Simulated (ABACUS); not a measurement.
Worked example: self-consistent single point of Ta₂O₅ (P2, 7 atoms in the cell; from Materials Project mp-1238961, changed as shown) in ABACUS.

Method: PBEsol, PseudoDojo 0.4 standard norm-conserving PBEsol (tails mended) pseudopotentials (plane waves; ABACUS).

The change in words: atom 7 moved by -0.15 angstrom along y. Reference geometry (P2/m):
```
CELL_PARAMETERS angstrom
      3.84141     0.00000     0.00000
      0.00000     3.86272     0.00000
     -1.81894     0.00000     6.52896
ATOMIC_POSITIONS crystal
  Ta 0.64953 0.00000 0.79131
  Ta 0.35047 0.00000 0.20869
  O  0.66212 0.50000 0.79833
  O  0.33788 0.50000 0.20167
  O  0.18976 0.00000 0.87062
  O  0.81024 0.00000 0.12938
  O  0.50000 0.00000 0.50000
```

Reference input (self-consistent single point, DFT, PBEsol, plane waves, PseudoDojo 0.4 standard norm-conserving PBEsol (tails mended) pseudopotentials): KPT = Gamma 4 4 2 0 0 0; basis_type = pw; dft_functional = PBESOL; ecutwfc = 84 Ry; smearing_method = gaussian; smearing_sigma = 0.00367493 Ry; potentials = PseudoDojo 0.4 standard norm-conserving PBEsol (tails mended); symmetry = 1; ks_solver = dav_subspace; scf_nmax = 100; scf_thr = 1.0e-09 Ry; mixing_type = pulay. This run's input differs from it in these lines:

```diff
@@ -46,3 +46,3 @@
    5.4369871780    0.0000000000    1.5962834895
-   1.9109581425    0.0000000000    6.1689731393
+   1.9109581425   -0.2834608193    6.1689731393
 # file: KPT
```

Output (repeated stretches shortened):

```
 SELF-CONSISTENT
 -------------------------------------------
                                 init_chg = atomic

 PW ALGORITHM --------------- ION=   1  ELEC=   1--------------------------------

 Density error is 2.65247821497
                          Error Threshold = 0.01
 E_KohnSham     -424.5472272219      -5776.2613603184
 E_Fermi        0.5791119073         7.8792217184

 PW ALGORITHM --------------- ION=   1  ELEC=   2--------------------------------

 Density error is 10.7693906203
                          Error Threshold = 0.00473656824102
 E_KohnSham     -423.4900740183      -5761.8780530904
   [... lines left out ...]

 Density error is 2.8994906685e-09
                          Error Threshold = 1.72988022544e-10
 E_KohnSham     -425.8479407167      -5793.9584753136
 E_Fermi        0.5851541554         7.9614307212

 PW ALGORITHM --------------- ION=   1  ELEC=  12--------------------------------

 Density error is 8.81868303612e-11
                          Error Threshold = 5.17766190803e-12
 E_KohnSham     -425.8479407176      -5793.9584753258
 E_KS(sigma->0) -425.8479407176      -5793.9584753258
 E_entropy(-TS) -0.0000000000        -0.0000000000
 E_Fermi        0.5851587996         7.9614939098
 charge density convergence is achieved
 final etot is -5793.9584753 eV
 EFERMI = 7.9614939098 eV

 STATE ENERGY(eV) AND OCCUPATIONS    NSPIN == 1
   [... 35 lines left out ...]

 TOTAL-FORCE (eV/Angstrom)
                       Ta1        -0.0681633761         0.0647368523        -0.1059242864
                       Ta2         0.0681633761         0.0647368523         0.1059242864
                        O1         0.0196256157        -0.4508088008         0.0685564087
                        O2        -0.0196256157        -0.4508088008        -0.0685564087
                        O3        -0.0000170925        -0.0234009368         0.0097408548
                        O4         0.0000170925        -0.0234009368        -0.0097408548
                        O5         0.0000000000         0.8189457707         0.0000000000

 TOTAL-STRESS (KBAR)
       -24.1636418356         0.0000000000        -0.9203804213
         0.0000000000       -29.8642361710         0.0000000000
        -0.9203804213         0.0000000000       -34.3188078583
 TOTAL-PRESSURE: -29.448895 KBAR

 --------------------------------------------
 !FINAL_ETOT_IS -5793.9584753257613556 eV
 --------------------------------------------
```

The run converged in 12 iterations. Against the reference run the free energy rises by 8.7 meV/atom, the pressure goes from -2.68 to -2.94 GPa, the largest force goes from 0.067 to 0.819 eV/Å and the gap on the mesh hardly changes (2.176 to 2.174 eV).

Spin-orbit coupling is left out, which matters for bands and gaps with elements this heavy. The structure comes from a collection of computed structures, made at another level of theory; the collection holds predicted forms beside known ones.

Cost on one core: about 2.5 core-minutes (a rough figure).

“Tails mended”: in these copies of the files the far tail of each local potential was reset to the Coulomb form.
